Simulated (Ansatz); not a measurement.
## LaF2 (CdI2-type structure)

Computed with Ansatz (plane waves, PAW, 420 eV cutoff): PBE, scalar-relativistic, no spin polarisation, Γ-centred 10×10×6 mesh, 0.05 eV Gaussian smearing. The datasets are Ansatz's generated set soft_2.

```xyz
3
Lattice="3.6514 0.0000 0.0000 -1.8257 3.1622 0.0000 0.0000 0.0000 5.6028" Properties=species:S:1:pos:R:3 pbc="T T T"
La    0.0000    0.0000    0.0000
F     0.0000    2.1081    1.3453
F     1.8257    1.0541    4.2574
```

The start was a prototype's sites filled with these elements, not a measured cell.

The cell above was scaled in volume, and shape and atoms were relaxed at each volume within its symmetry. Energies are counted from the cell above.

Cell and atoms are those of this level's equilibrium.

| V (Å³/atom) | ΔE (meV/atom) | P (GPa) |
| --- | --- | --- |
| 20.38 | 0.7 | 0.30 |
| 20.70 | 0.3 | 0.18 |
| 21.13 | 0.1 | 0.14 |
| 21.56 | 0.0 | 0.01 |
| 22.00 | 0.0 | -0.05 |
| 22.43 | 0.2 | -0.08 |
| 23.07 | 0.5 | -0.13 |
| 23.72 | 0.9 | -0.11 |

Task: Can a bulk modulus be trusted from these points?

Result: No. The energies are smooth (scatter 0.01 meV/atom), but the pressures don't fall steadily as the cell grows, and the fit's B0′ of 14.8 is out of the usual range: the curve is too flat or too lopsided over this range, as for soft or weakly bound crystals, and a third-order form can't fix it.

No spin–orbit coupling, a notable omission for heavy elements. The cell is a metal with an odd number of electrons, and spin polarisation wasn't tried.
